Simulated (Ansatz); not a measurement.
Consider the following.

BAs:
```xyz
6
Lattice="3.4290 0.0000 0.0000 -1.7145 2.9696 0.0000 0.0000 0.0000 7.4026" Properties=species:S:1:pos:R:3 pbc="T T T"
B      1.7145     0.0000     3.7013
B     -0.8572     1.4848     1.2338
B      0.8572     1.4848     6.1688
As     1.7145     0.0000     0.0000
As    -0.8572     1.4848     4.9351
As     0.8572     1.4848     2.4675
```

This is the PBEsol-relaxed structure. Tensor components refer to the Cartesian frame of this cell.

Problem. All from DFT-PBEsol in the program Ansatz with PAW potentials, unless another level is named. Estimate the Young's modulus.

Solution. 336 GPa.

Problem. Next, the elastic constants (relaxed ions, GPa)?

Solution. C11 = 335, C12 = 39.8, C13 = 65.6, C33 = 313, C44 = 169.

Problem. Predict the highest zone-centre frequency (without LO–TO term).

Solution. 19.90 THz.

Space group P6_222. The start of the workflow was typed in or built on a structure type; neither database checked (COD, Materials Project) lists it. It is not the phase usual at ambient conditions (space group No. 216). Symmetry was held in the PBEsol relaxation; whether a distortion lowers the energy is not shown. Its formation energy is positive at this level, so the cell may be metastable or incomplete.

Potentials: the earlier of the program's two PAW sets. The files were generated under PBE; for other functionals the program regenerates the frozen cores, and for LDA and PBEsol the local potential too.
